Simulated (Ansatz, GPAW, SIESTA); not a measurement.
Ga3Se: 3 runs at one level of theory

```
CELL_PARAMETERS angstrom
4.43246 0.00000 0.00000
0.00000 4.43246 0.00000
0.00000 0.00000 4.43246
ATOMIC_POSITIONS crystal
Se 0.00000 0.00000 0.00000
Ga 0.50000 0.50000 0.00000
Ga 0.50000 0.00000 0.50000
Ga 0.00000 0.50000 0.50000
```

The cell comes from a database or a generator and needn't be the stable form of this composition.

Alike in all runs: task band structure; functional PBE; k mesh 6 × 6 × 6; occupations fermi-dirac, width 0.05 eV; no spin polarisation; no spin-orbit coupling. Pressure is positive in compression and, in plane waves, holds the error of the finite cutoff.

| program and potentials | plane-wave cutoff (eV) | notes | pressure (GPa) |
| --- | --- | --- | --- |
| SIESTA, files PseudoDojo sr-pbe-0.4.1-standard, DZP (energy shift 0.003 Ry; two zetas on semicore shells) | - | atomic basis; 13.75 valence electrons an atom on average | 0.47 |
| Ansatz, all-electron LAPW, scalar-relativistic | - | - | ? |
| GPAW, GPAW PAW data sets (gpaw-data 1.2.1) | 600 | 3.75 valence electrons an atom on average | -0.85 |

Question: Estimate from the other rows what the run with Ansatz, all-electron LAPW, scalar-relativistic gave.

Answer: Pressure -0.55 GPa. The other rows, which needn't bracket it: pressure -0.85 to 0.47.
